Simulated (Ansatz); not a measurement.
Q: Free-standing sheets of VP4Si2, MA2Z4 (prismatic core, outer Z over the empty site)-type layer and Y2NO2, M2XT2 MXene (hcp sites)-type layer are relaxed with the program Ansatz at the r²SCAN+D4 level (PAW). Aligned at the vacuum level, what band offsets and what type of junction result?

A: VP4Si2: VBM -5.56, CBM -5.34 eV; Y2NO2: VBM -6.55, CBM -4.74 eV. Valence offset 0.99 eV (VP4Si2 higher), conduction offset 0.60 eV (VP4Si2 lower): type I (straddling).

Mismatch of the primitive lattice constants: 3.471 against 3.479 Å, 0.2 %.

Natural alignment of Kohn–Sham levels: no interface dipole, strain or quasiparticle shift.

Spin orders computed, not proven ground states: VP4Si2, MA2Z4 (prismatic core, outer Z over the empty site)-type layer ferromagnetic; Y2NO2, M2XT2 MXene (hcp sites)-type layer ferromagnetic. All cells were relaxed under the symmetry of their starts (and spin orders); stability against distortions was not tested throughout. Spin–orbit coupling is left out wherever it is not named. Constructed layers (a layer type filled with these elements): VP4Si2, MA2Z4 (prismatic core, outer Z over the empty site)-type layer; Y2NO2, M2XT2 MXene (hcp sites)-type layer.

Potentials: the later of the program's two PAW sets.

Edges and masses are those of Kohn–Sham bands, whose gap is no quasiparticle gap.
